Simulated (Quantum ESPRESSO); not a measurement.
# Kohn-Sham bands of CsPbBr$_{3}$ (cubic perovskite)

```yaml
crystal:
  lattice:
    - [5.94863, 0.00000, 0.00000]
    - [0.00000, 5.94863, 0.00000]
    - [0.00000, 0.00000, 5.94863]
  atoms:
    - { symbol: Cs, position: [0.00000, 0.00000, 0.00000] }
    - { symbol: Pb, position: [0.50000, 0.50000, 0.50000] }
    - { symbol: Br, position: [0.50000, 0.50000, 0.00000] }
    - { symbol: Br, position: [0.00000, 0.50000, 0.50000] }
    - { symbol: Br, position: [0.50000, 0.00000, 0.50000] }
```

Structure: Materials Project mp-600089, symmetrised, not relaxed again. COD (Crystallography Open Database) records the formula in this space group. Ideal cubic forms of this type are often high-temperature phases that distort on cooling; symmetry holds the cell here, and its stability was not tested. Method: PBEsol plane waves in Quantum ESPRESSO 7.5 (PseudoDojo norm-conserving files, 50 Ry, no spin polarisation, no spin-orbit coupling), Bloch states on a 4×4×4 mesh through Γ, Wannier90 4.0.1. Density: 6×6×6 mesh, cold smearing 0.01 Ry. Spin-orbit coupling is left out although heavy elements are present.

The lattice is scaled uniformly by ε, fractional positions fixed; Kohn-Sham values from pw.x, the row at -2.5 % withheld:

| ε (%) | gap (eV) | width of the top valence group (eV) | direct gap at Γ (eV) | direct gap at X (eV) |
|---|---|---|---|---|
| -5.0 | 0.884 | 5.550 | 5.117 | 4.062 |
| -2.5 | ? | ? | ? | ? |
| 0.0 | 1.591 | 4.017 | 4.873 | 3.879 |
| 2.5 | 1.833 | 3.399 | 4.768 | 3.743 |
| 5.0 | 2.011 | 2.870 | 4.672 | 3.589 |

Task: Fit y = y₀ + bε + cε² to the rows at -5.0, 0 and 5.0 %, check it on the fourth row, and predict the withheld one.

Result: 
- gap (eV): b = (2.011 − 0.884)/10 = 0.1127, c = (2.011 + 0.884 − 2×1.591)/50 = -0.00574. Check at 2.5 %: 1.837 for 1.833. Prediction 1.273; the run gives 1.276.
- width of the top valence group (eV): b = (2.870 − 5.550)/10 = -0.2680, c = (2.870 + 5.550 − 2×4.017)/50 = 0.00772. Check at 2.5 %: 3.395 for 3.399. Prediction 4.735; the run gives 4.732.
- direct gap at Γ (eV): b = (4.672 − 5.117)/10 = -0.0445, c = (4.672 + 5.117 − 2×4.873)/50 = 0.00086. Check at 2.5 %: 4.767 for 4.768. Prediction 4.990; the run gives 4.987.
- direct gap at X (eV): b = (3.589 − 4.062)/10 = -0.0473, c = (3.589 + 4.062 − 2×3.879)/50 = -0.00214. Check at 2.5 %: 3.747 for 3.743. Prediction 3.984; the run gives 3.989.
